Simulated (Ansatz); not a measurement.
# O-17 NMR of the central transition in Sc2S3O12

Cell: an entry of the Crystallography Open Database (COD), taken as it stands.

Space group R-3c:H (No. 167); a = 8.7071, c = 22.4700 Å, γ = 120.00°.

| site | Wyckoff | site symmetry | x | y | z |
| --- | --- | --- | --- | --- | --- |
| Sc | 12c | 3. | 0.0000 | 0.0000 | 0.6445 |
| S | 18e | .2 | 0.0464 | 0.6667 | 0.9167 |
| O11 | 36f | 1 | 0.8727 | 0.5117 | 0.9253 |
| O23 | 36f | 1 | 0.7932 | 0.9699 | 0.1979 |

One atom of each set is listed; the run and its k-mesh use a cell of 34 atoms with edges of 9.02, 9.02, 9.02 Å.

Computed with Ansatz: DFT, PBE, plane waves and PAW, scalar-relativistic, 420 eV cutoff, Γ-centred 4×4×4 k-points, Fermi–Dirac smearing 0.02 eV.

O-17 has I = 5/2 and Q = -25.58 mb (Pyykkö 2018); at 11.7 T its Larmor frequency is ν₀ = 67.6 MHz. Only the quadrupole interaction is simulated: positions count from each site's isotropic chemical shift, and shift anisotropy, dipolar and J coupling are left out.

Problem. Give C_Q, η, the quadrupolar product P_Q = |C_Q|(1 + η²/3)^½, the second-order isotropic shift and the breadth of the pattern (static powder) for each O site.

Solution. 

```
site                                first shell  C_Q (MHz)     η  P_Q (MHz)  δ_QIS (ppm)  breadth (kHz)
 O11  1 S at 1.45 Å, 1 Sc at 2.06 Å, angle 153°      -7.98  0.04       7.99        -83.9           30.6
 O23  1 S at 1.45 Å, 1 Sc at 2.07 Å, angle 156°      -8.02  0.02       8.02        -84.6           30.2
```

δ_QIS = −(ν_Q²/30ν₀²)[I(I+1) − 3/4](1 + η²/3) × 10⁶ ppm with ν_Q = 3|C_Q|/[2I(2I−1)]; it falls as 1/B₀² in ppm, and the breadth as 1/B₀ in kHz.

At O11 and O23 V_zz points along the shorter of its two bonds, to S (within 3°) in each case.

The calculated pressure of 10 GPa (PBE) comes partly from the unrelaxed atoms: it is 3.6 GPa once they are relaxed in the same cell. The largest force is 1.7 eV/Å, so the atoms aren't at the calculated equilibrium and relaxing them would move these values.

Hardware: 1 thread of Intel Xeon Platinum 8488C (Sapphire Rapids) (x86_64; 64 cores open to the job, memory cap 3.0 GiB, no GPU), a shared host with a load of 0.6 a core. Wall time 95 s, CPU time 94 s, peak memory 1.3 GiB.
